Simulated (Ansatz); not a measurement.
Rigid (111) slab of Sc, space group Fm-3m (No. 225):

```
Sc
1.0
     3.21868    0.00000    0.00000
    -1.60934    2.78746    0.00000
     0.00000    0.00000   22.25609
Sc
3
Direct
  0.66667 0.33333 0.38192
  0.33333 0.66667 0.49667
  0.00000 0.00000 0.61122
```

These are results of DFT PBEsol, scalar-relativistic, plane waves, PAW (Ansatz 0.2.0), not measurements. Plane waves to 420 eV, a k mesh through Γ of 9×9×1 on the computed 4-atom cell and Gaussian smearing (0.10 eV); no spin polarisation. A dipole correction removes the field between periodic images along c.

An adatom of Cu is held over the places (i/4, j/4) of the 1×1 surface cell, counted from the highest atom (Sc), and only its height relaxes; one adatom per 9.0 Å². This grid misses the threefold hollows of the hexagonal cell, which often bind best.

(1) What is the energy landscape, counted from the lowest point of this grid?

Results:

(1) Energies in eV:

```
i j=0   j=1   j=2   j=3
0  0.65  0.42  0.00  0.42
1  0.42  0.42  0.01  0.01
2  0.00  0.01  0.00  0.01
3  0.42  0.01  0.01  0.42
```

Heights over the highest slab atom in Å:

```
i j=0   j=1   j=2   j=3
0  2.46  2.29  2.00  2.29
1  2.29  2.29  2.00  2.00
2  2.00  2.00  2.00  2.00
3  2.29  2.00  2.00  2.29
```

The reference crystal is the fcc form of Sc, which isn't its usual structure.